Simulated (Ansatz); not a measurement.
Data:

CaSi₂:
```xyz
3
Lattice="3.8709 0.0000 0.0000 -1.9355 3.3523 0.0000 0.0000 0.0000 4.8133" Properties=species:S:1:pos:R:3 pbc="T T T"
Ca     0.0000     0.0000     0.0000
Si     0.0000     2.2349     1.9910
Si     1.9355     1.1174     2.8223
```

This is the PBEsol-relaxed structure. Tensor components refer to the Cartesian frame of this cell.

Q: All from PBEsol (plane waves, PAW; program Ansatz), unless another level is named. Give the Young's modulus.

A: 85.5 GPa.

Q: And the elastic constants (relaxed ions, GPa)?

A: C11 = 141, C12 = 61.0, C13 = 36.4, C14 = -23.6, C33 = 67.4, C44 = 42.7.

Space group P-3m1. The workflow started from an entry of the Crystallography Open Database (COD). Whether it is the stable phase at ambient conditions was not checked. The cell was relaxed with PBEsol under the symmetry of its start; its stability against distortions is not shown here. As this level gives no gap, shear constants depend on the k-mesh and smearing (Fermi–Dirac, 0.1 eV here).

Potentials: the later of the program's two PAW sets.
